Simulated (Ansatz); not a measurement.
## Cd (hcp, Mg type): frozen-phonon scan

Relaxed Cd (hcp, Mg type):

```
CELL_PARAMETERS angstrom
      6.03211     0.00000     0.00000
     -1.50803     2.61198     0.00000
      0.00000     0.00000     5.81912
ATOMIC_POSITIONS crystal
  Cd 0.16667 0.66667 0.75000
  Cd 0.66667 0.66667 0.75000
  Cd 0.33333 0.33333 0.25000
  Cd 0.83333 0.33333 0.25000
```

The atoms are displaced by Q × the pattern below (from a DFPT mode at M = (0.5, 0.0, 0.0), largest move 1; Q in Å), at fixed cell. (q is in reciprocal vectors of the primitive cell; the cell shown is doubled to hold the pattern.)

| atom | x | y | z |
|---|---|---|---|
| Cd1 | 0.866 | 0.500 | 0.000 |
| Cd2 | -0.866 | -0.500 | 0.000 |
| Cd3 | 0.866 | 0.500 | 0.000 |
| Cd4 | -0.866 | -0.500 | 0.000 |

All values below come from PBE (plane waves to 420 eV, PAW, scalar-relativistic; Ansatz, a program for electronic structure). k mesh 9×18×8 (Γ-centred), Fermi-Dirac smearing 0.05 eV. Energies are smeared free energies. Stress and pressure are positive under compression. With partly filled bands, energies and forces of such displacements shift with the k mesh and the smearing. Cd was relaxed with its symmetry unable to fall. The relaxed volume of Cd is well above the measured one; the method has no dispersion term. ΔE is measured from the undisplaced structure.

```csv
Q (Å),ΔE (meV/cell),−dE/dQ from forces (eV/Å),P (GPa)
-0.180,583,7.052,3.7
-0.150,394,5.584,2.5
-0.120,247,4.280,1.6
-0.090,136,3.102,0.9
-0.060,60,2.014,0.4
-0.030,15,0.988,0.1
0.000,0,0.000,0.0
0.030,15,-0.988,0.1
0.060,60,-2.014,0.4
0.090,136,-3.102,0.9
0.120,247,-4.280,1.6
0.150,394,-5.584,2.5
0.180,583,-7.052,3.7
```

Summary:

```
Item                                                                                                                 Result
-----------------------------------------------------------  --------------------------------------------------------------
Energy at Q = 0.180 Å                                                                                          583 meV/cell
Space group of the distorted cell                                                      Pmma (No. 51), lowered from P6_3/mmc
Symmetry of the curve                                                                         even: the same for both signs
Shape of the curve                                           a single well with its minimum at or next to zero displacement
Harmonic wavenumber from the curvature (finite differences)                                                        141 cm⁻¹
Wavenumber by perturbation theory (DFPT, on another k mesh)                                                        140 cm⁻¹
```

(For displaced atoms, the force is minus the slope of the energy, and its curvature is a force constant, which sets phonon frequencies.)
